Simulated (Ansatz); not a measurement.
**How the vibrations of Cu change with volume**

All numbers below come from DFT PBEsol, scalar-relativistic, plane waves, PAW in Ansatz. Cutoff 420 eV, 18×18×10 k-points (Γ-centred), Fermi-Dirac smearing of 0.15 eV. No spin polarisation. Phonons by linear response, acoustic sum rule imposed.

Relaxed structure:
```cif
data_structure
_symmetry_space_group_name_H-M 'P6_3/mmc'
_symmetry_Int_Tables_number 194
_cell_length_a 2.5173
_cell_length_b 2.5173
_cell_length_c 4.1292
_cell_angle_alpha 90.000
_cell_angle_beta 90.000
_cell_angle_gamma 120.000
_cell_volume 22.66
loop_
_atom_site_label
_atom_site_type_symbol
_atom_site_symmetry_multiplicity
_atom_site_Wyckoff_symbol
_atom_site_fract_x
_atom_site_fract_y
_atom_site_fract_z
_atom_site_occupancy
Cu1 Cu 2 c 0.33333 0.66667 0.25000 1
```

In a metal, frequencies depend on the k mesh and the smearing, soft modes most.

Cells at 0.98 and 1.02 times the equilibrium volume were relaxed in shape and atoms; γ = −d ln ν / d ln V, modes matched by rank.

Problem. Give the optical frequencies at Γ (cm⁻¹) at the three volumes and the mode Grüneisen parameters.

Solution.
```
0.98 V    V  1.02 V     γ  degeneracy
   116  112     108  1.75           2
   273  260     248  2.36           1
```

Problem. What pressures hold the two strained cells, and what bulk modulus follows?

Solution. 3.54 GPa at 0.98 V and -3.14 GPa at 1.02 V, so B = −dP/d ln V ≈ 167 GPa.

This form isn't the element's structure at ambient conditions.

Cost: 6 runs of about 5.9 core-minutes in all, on Arm Neoverse V1 (shared hosts).